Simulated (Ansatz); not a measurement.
One stationary structure of PbSe. Space group Fm-3m (No. 225), rock salt type. Computed with PBE (plane waves to 420 eV, PAW, scalar-relativistic; Ansatz, a quantum-chemistry and plane-wave program).

```xyz
2
Lattice="0.0000 3.1088 3.1088 3.1088 0.0000 3.1088 3.1088 3.1088 0.0000" Properties=species:S:1:pos:R:3 pbc="T T T"
Pb     3.1088     3.1088     3.1088
Se     0.0000     0.0000     0.0000
```

Predict the band gap from PBE.

0.44 eV, direct at L (no spin-orbit coupling).

No spin polarisation in the result. Spin-orbit coupling is missing; with elements this heavy it can move band edges by tenths of an eV or more.

The run could not lose the symmetry of its start.

All atoms sit on sites fixed by symmetry, so only the cell could relax.
